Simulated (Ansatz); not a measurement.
Spin–orbit splittings in BiTe

```
Bi Te
1.0
     0.00000    3.23500    3.23500
     3.23500    0.00000    3.23500
     3.23500    3.23500    0.00000
Bi Te
1 1
Cartesian
  0.0000 0.0000 0.0000
  3.2350 3.2350 3.2350
```

Atoms are numbered in the order listed.

The cell is COD entry 9008604, as deposited and not checked against the literature; nothing was relaxed.

All numbers are computed: DFT, PBE, all-electron LAPW, scalar-relativistic (Ansatz 0.2.0); DFT, PBE, all-electron LAPW, Dirac equation with spin-orbit coupling (Ansatz 0.2.0).

Settings: a Γ-centred 10×10×10 k mesh, Fermi–Dirac smearing of 0.08 eV, basis error target 0.5 meV/atom, no spin polarisation.

Levels between -6 and 4 eV, each run counted from its own valence-band top where it has a gap, else its Fermi level. Scalar levels are listed once for both spins; with the coupling every spinor state is counted. Levels near the edges of the range can cross them.

(1) At Γ (0.000, 0.000, 0.000) the scalar-relativistic levels are -2.55 (×3), 2.15 (×3). What are they with spin–orbit coupling?

(2) At W (0.500, 0.250, 0.750) the scalar-relativistic levels are -4.98 (×2), -1.58, -0.26, 3.93 (×2). What are they with spin–orbit coupling?

(3) At X (0.500, 0.000, 0.500) the scalar-relativistic levels are -5.67, -4.02 (×2), 2.24, 3.58 (×2). What are they with spin–orbit coupling?

Results:

(1) -3.34 (×2), -2.01 (×4), 0.74 (×2), 2.98 (×4).

(2) -5.05 (×2), -4.80 (×2), -1.43 (×2), -0.31 (×2), 3.94 (×2).

(3) -5.61 (×2), -4.34 (×2), -3.52 (×2), 2.40 (×2), 2.68 (×2).
